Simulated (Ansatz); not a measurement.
Crystals of one structure type (zinc blende) and one family of elements, relaxed and computed with PBE (plane waves, PAW; program Ansatz).

| crystal | V (Å³/atom) | gap (eV) |
|---|---|---|
| ZnS | 20.16 | 2.02 |
| ZnSe | 23.55 | 1.15 |
| CdS | 26.02 | 1.04 |
| CdSe | 29.74 | ? |
| CdTe | 36.24 | 0.58 |

Question: Fit a straight line to E_g against V and predict the withheld value.

Answer: Least squares on the 4 shown rows: E_g = -0.076 × V + (3.211), with a scatter of 0.25. For CdSe this gives 0.95. The run itself gave 0.49, outside the scatter: the line misses something about this case.

All cells were relaxed under the symmetry of their starts (and spin orders); stability against distortions was not tested throughout. Spin–orbit coupling is left out wherever it is not named.

Potentials: the later of the program's two PAW sets.
